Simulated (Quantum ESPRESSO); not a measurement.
pw.x input (Quantum ESPRESSO 7.5; LDA, PseudoDojo standard norm-conserving files, scalar-relativistic):

```
&CONTROL
  calculation = 'scf'
  pseudo_dir = './pseudo'
  outdir = './out'
  tprnfor = .true.
  tstress = .true.
/
&SYSTEM
  ibrav = 0
  nat = 10
  ntyp = 3
  ecutwfc = 88.0
  ecutrho = 352.0
  occupations = 'smearing'
  smearing = 'fd'
  degauss = 0.002
  nbnd = 51
/
&ELECTRONS
  conv_thr = 1e-09
/
ATOMIC_SPECIES
F 18.9984 F.upf
Rb 85.4678 Rb.upf
Rh 102.9055 Rh.upf
CELL_PARAMETERS angstrom
  0.000000000000   4.556480000000   4.556480000000
  4.556480000000   0.000000000000   4.556480000000
  4.556480000000   4.556480000000   0.000000000000
ATOMIC_POSITIONS crystal
F   0.782550000000   0.217450000000   0.217450000000
F   0.217450000000   0.782550000000   0.782550000000
F   0.217450000000   0.782550000000   0.217450000000
F   0.782550000000   0.217450000000   0.782550000000
F   0.217450000000   0.217450000000   0.782550000000
F   0.782550000000   0.782550000000   0.217450000000
Rb   0.750000000000   0.750000000000   0.750000000000
Rb   0.250000000000   0.250000000000   0.250000000000
Rb   0.500000000000   0.500000000000   0.500000000000
Rh   0.000000000000   0.000000000000   0.000000000000
K_POINTS automatic
6 6 6 0 0 0
```

End of the output:

```
     total energy              =    -692.90438784 Ry
     estimated scf accuracy    <       0.00000131 Ry
     total energy              =    -692.90438803 Ry
     estimated scf accuracy    <       0.00000003 Ry
     total energy              =    -692.90438804 Ry
     estimated scf accuracy    <          2.0E-09 Ry
[...]
     the Fermi energy is     5.4952 ev
!    total energy              =    -692.90438804 Ry
     estimated scf accuracy    <          1.5E-11 Ry
     smearing contrib. (-TS)   =      -0.00000000 Ry
     internal energy E=F+TS    =    -692.90438804 Ry
     The total energy is F=E-TS. E is the sum of the following terms:
     one-electron contribution =    -410.36691220 Ry
     hartree contribution      =     244.79038752 Ry
     xc contribution           =    -144.57661547 Ry
     ewald contribution        =    -382.75124789 Ry
     convergence has been achieved in  10 iterations
     Forces acting on atoms (cartesian axes, Ry/au):
     atom    1 type  1   force =    -0.01345074    0.00000000    0.00000000
     atom    2 type  1   force =     0.01345074    0.00000000    0.00000000
     atom    3 type  1   force =     0.00000000   -0.01345074    0.00000000
     atom    4 type  1   force =     0.00000000    0.01345074    0.00000000
     atom    5 type  1   force =     0.00000000    0.00000000   -0.01345074
     atom    6 type  1   force =     0.00000000    0.00000000    0.01345074
     atom    7 type  2   force =     0.00000000    0.00000000    0.00000000
     atom    8 type  2   force =    -0.00000000    0.00000000   -0.00000000
     atom    9 type  2   force =     0.00000000    0.00000000   -0.00000000
     atom   10 type  3   force =     0.00000000   -0.00000000   -0.00000000
     Total force =     0.032947     Total SCF correction =     0.000003
     Computing stress (Cartesian axis) and pressure
          total   stress  (Ry/bohr**3)                   (kbar)     P=      -37.81
  -0.00025705   0.00000000  -0.00000000          -37.81        0.00       -0.00
   0.00000000  -0.00025705   0.00000000            0.00      -37.81        0.00
   0.00000000  -0.00000000  -0.00025705            0.00       -0.00      -37.81
```
In a gapped system the printed Fermi energy is only some level inside the gap.

Spin-orbit coupling is not included.

Geometry of the Materials Project entry, not relaxed at this level.
